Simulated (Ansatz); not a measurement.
## MoS2 with an S vacancy: do the settings matter for the field gradients?

Cell: a supercell of MoS2 (space group P6_3/mmc) built from a COD entry, with all atoms left at the host's positions.

```
CELL_PARAMETERS angstrom
9.50700 0.00000 0.00000
-3.16900 5.48887 0.00000
0.00000 0.00000 12.32400
ATOMIC_POSITIONS crystal
Mo 0.11111 0.33333 0.25000
Mo 0.11111 0.83333 0.25000
Mo 0.44444 0.33333 0.25000
Mo 0.44444 0.83333 0.25000
Mo 0.77778 0.33333 0.25000
Mo 0.77778 0.83333 0.25000
Mo 0.22222 0.16667 0.75000
Mo 0.22222 0.66667 0.75000
Mo 0.55556 0.16667 0.75000
Mo 0.55556 0.66667 0.75000
Mo 0.88889 0.16667 0.75000
Mo 0.88889 0.66667 0.75000
S 0.11111 0.83333 0.62300
S 0.44444 0.33333 0.62300
S 0.44444 0.83333 0.62300
S 0.77778 0.33333 0.62300
S 0.77778 0.83333 0.62300
S 0.22222 0.16667 0.12300
S 0.22222 0.66667 0.12300
S 0.55556 0.16667 0.12300
S 0.55556 0.66667 0.12300
S 0.88889 0.16667 0.12300
S 0.88889 0.66667 0.12300
S 0.11111 0.33333 0.87700
S 0.11111 0.83333 0.87700
S 0.44444 0.33333 0.87700
S 0.44444 0.83333 0.87700
S 0.77778 0.33333 0.87700
S 0.77778 0.83333 0.87700
S 0.22222 0.16667 0.37700
S 0.22222 0.66667 0.37700
S 0.55556 0.16667 0.37700
S 0.55556 0.66667 0.37700
S 0.88889 0.16667 0.37700
S 0.88889 0.66667 0.37700
```

Atoms are numbered from 1 in the order listed; like atoms form one site, named after its first atom.

Reference run. The numbers come from a DFT calculation in Ansatz (PBE, plane waves and PAW, scalar-relativistic, collinear spin, 420 eV cutoff, Γ-centred 3×4×2 k-points, Fermi–Dirac smearing 0.01 eV, cell charge +1). Start moments as typed (μB): 0 0 0 0 0 0 0.5 0.5 0 0 0.5 0 0 0 0 0 0 0 0 0 0 0 0 0 0 0 0 0 0 0 0 0 0 0 0 by atom.

Problem. The input is changed as follows: `kpoints.mp_grid.grid`: [3, 4, 2] → [1, 1, 1]; `scf.max_iter`: not typed → 100. What happens to V_zz (10²¹ V/m²) and η?

Solution. 

| site | atom | V_zz reference | η reference | V_zz changed | η changed |
| --- | --- | --- | --- | --- | --- |
| Mo1 | 1 | -6.88 | 0.01 | -5.41 | 0.25 |
| Mo7 | 7 | -10.33 | 0.40 | -10.74 | 0.71 |
| Mo8 | 8 | -10.21 | 0.40 | -11.89 | 0.65 |
| Mo11 | 11 | -10.87 | 0.39 | -8.60 | 0.09 |
| Mo12 | 12 | -8.16 | 0.05 | -6.57 | 0.64 |
| S13 | 13 | 3.33 | 0.97 | -6.85 | 0.56 |
| S14 | 14 | -4.00 | 0.56 | -6.71 | 0.93 |
| S16 | 16 | -4.09 | 0.48 | -6.66 | 0.76 |
| S27 | 27 | -4.90 | 0.55 | -8.61 | 0.41 |
| S29 | 29 | -5.23 | 0.52 | -7.84 | 0.73 |
| S32 | 32 | -4.85 | 0.00 | -6.67 | 0.55 |
| S34 | 34 | -5.23 | 0.01 | -6.91 | 0.52 |

The largest change of V_zz along a kept axis is on S27, from -4.90 to -8.61. In per cent, |V_zz| changes by -21 to +16 on Mo, +32 to +76 on S (all sites that start above 2, bar those whose gradient vanishes or changes sign or whose main axis turns by over 40°). Where |V_zz| stays above 0.1 and the axes keep their order, η moves most on Mo12, from 0.05 to 0.64. On S13 the largest principal value lies along another axis in the second run, so the two V_zz can't be compared directly. The table leaves out 23 of the 35 sites, with |V_zz| up to 7.62; their tensors move by 3.31 at most along any direction. The statements above cover all sites. The changed run opens a gap. The absolute magnetisation of the cell goes from 0.0 to 1.2 μB. SCF iterations: 20 and 21. New warnings: stability check not made. The changed input holds the Γ point alone as its k-mesh, so its numbers aren't properties of the crystal.

On the reference run: The defect repeats with the cell of 35 atoms, so it feels its images: sites between two images don't show the values beside a lone defect, and zeros or small values of η there can come from the images' arrangement. Mo and S carry a gradient in the pure host already, so the values there aren't the defect's effect alone. A uniform background compensates the cell's charge. The defect cell has no gap above 0.1 eV on its mesh, so the values can hang on the smearing and the k-mesh. Without spin–orbit coupling (the program notes it for Mo) the gradients can shift somewhat, as the gap is small. The start moments die out, and the run ends without spin. The neighbours have not yet relaxed around the defect (largest force 0.83 eV/Å), so a real crystal will differ.
